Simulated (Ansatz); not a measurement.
MgO (rock salt)

```yaml
crystal:
  lattice:
    - [0.00000, 2.12687, 2.12687]
    - [2.12687, 0.00000, 2.12687]
    - [2.12687, 2.12687, 0.00000]
  atoms:
    - { symbol: O, position: [0.00000, 0.00000, 0.00000] }
    - { symbol: Mg, position: [0.50000, 0.50000, 0.50000] }
```

The slice is a {110} plane (indices of the conventional cell) through the point (0.000, 0.000, 0.000) (fractional), spanned by u = [100] and v = [1 -1 -1] in vectors of this cell: u (3.01 Å) and v (4.25 Å, at 90° to u). It covers one period; positions are fractions (u, v).

Method: PBE (plane waves to 420 eV, PAW, scalar-relativistic; Ansatz, a quantum-chemistry and plane-wave program). k mesh 13×13×13. Near the nuclei the fields are pseudised (PAW); where an atom keeps semicore shells as valence, they peak there. MgO was relaxed with its symmetry unable to fall.

**Question.** Around which element is the density of the lowest conduction band (whole band as if filled, smooth part) largest on this plane?

**Answer.** O. Mean over a disc round each atom, of radius 0.45 times the shortest bond: O 0.182, Mg 0.052 e/Å³.

**Question.** Around which element is the density of the highest valence band (whole band, smooth part) largest on this plane?

**Answer.** O. Mean over a disc round each atom, of radius 0.45 times the shortest bond: O 0.338, Mg 0.010 e/Å³.

**Question.** What is the ELF at the density minimum of the shortest O–Mg line in this plane (2.13 Å)?

**Answer.** 0.1.

**Question.** Sketch the density of the lowest conduction band (whole band as if filled, smooth part) on this plane as a map.

**Answer.** 
```
|8877441100001111110000114477|
|5544110000111111111100001144|
|1111000000112222221100000011|
|0000000011112222221111000000|
|0000001111222222222211110000|
|0000111111222222222211111100|
|0000111111222222222211111100|
|0000001111111111111111110000|
|0000000011111111111111000000|
|0000000011111111111111000000|
|0000000011111111111111000000|
|0000001111111111111111110000|
|0000111111222222222211111100|
|0000111111222222222211111100|
|0000001111222222222211110000|
|0000000011112222221111000000|
|1111000000112222221100000011|
|5544110000111111111100001144|
|8877441100001111110000114477|
|9988551100001111110000115588|
```
Scale: ten equal steps from 0.00 (start of '0') to 0.71 (end of '9'), in the order '0123456789'. Values: density of the lowest conduction band (whole band as if filled, smooth part) in e/Å³. The map has 14 points along u (two characters each, u = 0 at the left) and 20 along v (v = 0 in the bottom row).
